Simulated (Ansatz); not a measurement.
Bi2Te3 (Bi2Te3 type, space group R-3m)

```xyz
5
Lattice="2.1973 1.2686 10.4614 -2.1973 1.2686 10.4614 0.0000 -2.5372 10.4614" Properties=species:S:1:pos:R:3 pbc="T T T"
Bi     0.0000     0.0000    12.5016
Bi     0.0000     0.0000    18.8827
Te     0.0000     0.0000     0.0000
Te     0.0000     0.0000     6.7088
Te     0.0000     0.0000    24.6755
```

In this cell atom 5 (Te, nearest neighbour Bi at 3.061 Å; its periodic images, 4.4 Å or more away, move with it) is moved by s along Cartesian z, unit vector (0.000, 0.000, 1.000); all other atoms and the cell stay fixed.

Level of theory: r2SCAN+rVV10 (plane waves to 500 eV, PAW, scalar-relativistic; Ansatz, an electronic-structure program). k mesh 7×7×7 (Γ-centred), Fermi-Dirac smearing 0.05 eV. E stands for the smeared free energy. Bi2Te3 was relaxed with its symmetry unable to fall. Spin-orbit coupling is left out, though Bi and Te are heavy. ΔE is measured from the undisplaced structure.

Successive frames, forces in eV/Å:

| frame | ΔE (eV/cell) | F on Bi1 | F on Bi2 | F on Te3 | F on Te4 | F on Te5 |
|---|---|---|---|---|---|---|
| s = 0.488 Å | 0.568 | (0.000, 0.000, 1.562) | (0.000, 0.000, -0.112) | (0.000, 0.000, 0.466) | (0.000, 0.000, 0.074) | (0.000, 0.000, -1.991) |
| s = 0.366 Å | 0.341 | (0.000, 0.000, 1.380) | (0.000, 0.000, -0.084) | (0.000, 0.000, 0.322) | (0.000, 0.000, 0.082) | (0.000, 0.000, -1.699) |
| s = 0.244 Å | 0.160 | (0.000, 0.000, 1.040) | (0.000, 0.000, -0.054) | (0.000, 0.000, 0.199) | (0.000, 0.000, 0.066) | (0.000, 0.000, -1.252) |

Question: What are the energy and the forces in the next frame, s = 0.122 Å?

Answer: ΔE (eV/cell) = 0.041.

```csv
atom,Fx,Fy,Fz
Bi1,0.000,0.000,0.566
Bi2,0.000,0.000,-0.023
Te3,0.000,0.000,0.093
Te4,0.000,0.000,0.034
Te5,0.000,0.000,-0.671
```

(For displaced atoms, the force is minus the slope of the energy, and its curvature is a force constant, which sets phonon frequencies.)
